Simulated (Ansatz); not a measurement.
# Computed γ-surface: NaI (rock salt)

NaI (rock salt) is sheared across one {100} plane: the third cell vector gains the shift, so faults repeat every 9.8 Å. The cut lies between planes 3.26 Å apart; the cell height is held.

```
NaI
1.0
    4.61673     0.00000     0.00000
    0.00000     4.61673     0.00000
    2.30836     2.30836     9.79356
I Na
3 3
Direct
  0.00000   0.00000   0.83333
  0.33333   0.33333   0.16667
  0.66667   0.66667   0.50000
  0.83333   0.83333   0.16667
  0.16667   0.16667   0.50000
  0.50000   0.50000   0.83333
```

In-plane vectors a = (4.617, 0.000) Å, b = (0.000, 4.617) Å, area 21.31 Å². The shift is x·a + y·b, and the map repeats with period 1 in x and y. The shift is rigid: no atom relaxes. γ = [E(shift) − E(0)] / area.

These are PBE (plane waves to 420 eV, PAW, scalar-relativistic; Ansatz, a quantum-chemistry and plane-wave program) values and carry that method's errors. k mesh 6×6×6 (Γ-centred), Fermi-Dirac smearing 0.05 eV. Energies are extrapolated to zero smearing. Stress and pressure are positive under compression. Faults lie only 9.8 Å apart, and holding the cell height and the atoms raises γ above its relaxed value. NaI was relaxed with its symmetry unable to fall. Spin-orbit coupling is left out, though I is heavy. The zero of γ is zero shift.

γ (meV/Å²), with x across and y down:

```csv
y \ x,0.000,0.167,0.333,0.500,0.667,0.833
0.000,0.0,3.4,11.7,16.6,11.7,3.4
0.167,3.4,7.9,18.5,24.7,18.5,7.9
0.333,11.7,18.5,34.0,42.9,34.0,18.5
0.500,16.6,24.7,42.9,53.4,42.9,24.7
0.667,11.7,18.5,34.0,42.9,34.0,18.5
0.833,3.4,7.9,18.5,24.7,18.5,7.9
```

σ normal to the fault (GPa), with x across and y down:

```csv
y \ x,0.000,0.167,0.333,0.500,0.667,0.833
0.000,0.0,0.1,0.4,0.8,0.4,0.1
0.167,0.1,0.3,1.1,1.6,1.1,0.3
0.333,0.4,1.1,2.7,3.7,2.7,1.1
0.500,0.8,1.6,3.7,5.0,3.7,1.6
0.667,0.4,1.1,2.7,3.7,2.7,1.1
0.833,0.1,0.3,1.1,1.6,1.1,0.3
```

What the scan shows:

| Property | Value |
|---|---|
| Local minima besides zero shift | no grid point is one |
| Highest γ on the easiest grid path from zero shift to a (an upper estimate of the barrier on so coarse a grid) | 267 mJ/m² |
| Lowest place on the grid | x = 0.000, y = 0.000 (0 mJ/m²) |
| Highest place on the grid | x = 0.500, y = 0.500 (856 mJ/m²) |

(The slope of γ gives the shear force per area between the displaced halves; near zero shift its curvature is an elastic stiffness.)
